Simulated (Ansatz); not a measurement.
**Where the states of SnSe2 lie**

```cif
data_structure
_symmetry_space_group_name_H-M 'P-3m1'
_symmetry_Int_Tables_number 164
_cell_length_a 3.8716
_cell_length_b 3.8716
_cell_length_c 6.9936
_cell_angle_alpha 90.000
_cell_angle_beta 90.000
_cell_angle_gamma 120.000
_cell_volume 90.79
loop_
_atom_site_label
_atom_site_type_symbol
_atom_site_symmetry_multiplicity
_atom_site_Wyckoff_symbol
_atom_site_fract_x
_atom_site_fract_y
_atom_site_fract_z
_atom_site_occupancy
Sn1 Sn 1 a 0.00000 0.00000 0.00000 1
Se1 Se 2 d 0.33333 0.66667 0.22801 1
```

The runs use the primitive cell with vectors (3.872, 0.000, 0.000), (-1.936, 3.353, 0.000), (0.000, 0.000, 6.994) Å, to which the k mesh refers.

The cell was built from the CdI2 type and relaxed in the same program, and has space group P-3m1; it needn't be a known or the stable phase.

No spin–orbit coupling, which matters for the heavy atoms here.

Theory: Ansatz 0.2.0, DFT, PBE, all-electron LAPW, scalar-relativistic.

The runs use a Γ-centred 11×11×6 k mesh, Fermi–Dirac smearing of 0.05 eV, basis error target 0.5 meV/atom, no spin polarisation.

Question: Which of the resolved shells contributes most in the top eV of the valence band?

Answer: Se 4p, with 96 % of all states there; Sn 5p follows with 2 %.

Question: Tabulate the density of states.

Answer: States per eV and cell, averaged over 0.6 eV, from -7.0 to 6.0 eV, with energies (bin centres) from the valence-band top; empty bins are left out. The partial columns, the largest 4 alone, are projections on Löwdin-orthogonalised atomic shells (those that the program's projection atoms carry: the occupied ones and, for some elements, an empty d or f shell; other empty shells have no column), summed over atoms of an element. Weights on diffuse s and p shells depend on that basis and aren't pure angular character.
```tsv
E (eV)	total	Se 4p	Sn 5p	Sn 5s	Se 4s
-6.8	1.64	0.55	0.00	0.97	0.11
-6.2	0.97	0.31	0.00	0.49	0.16
-5.6	0.72	0.25	0.00	0.29	0.18
-4.4	0.24	0.14	0.09	0.00	0.01
-3.8	1.75	1.07	0.60	0.00	0.06
-3.2	1.43	0.92	0.42	0.01	0.05
-2.6	2.37	1.64	0.61	0.02	0.07
-2.0	2.40	1.75	0.54	0.02	0.06
-1.4	1.54	1.26	0.23	0.01	0.02
-0.8	3.92	3.67	0.16	0.02	0.02
-0.2	3.03	2.95	0.03	0.00	0.01
1.0	0.59	0.36	0.01	0.19	0.00
1.6	1.77	1.11	0.04	0.55	0.01
2.2	0.97	0.59	0.03	0.31	0.01
3.4	0.15	0.02	0.10	0.00	0.03
4.0	1.05	0.22	0.62	0.01	0.11
4.6	2.32	0.58	1.34	0.01	0.14
5.2	3.43	0.99	1.80	0.00	0.10
5.8	2.85	0.79	1.26	0.00	0.05
```
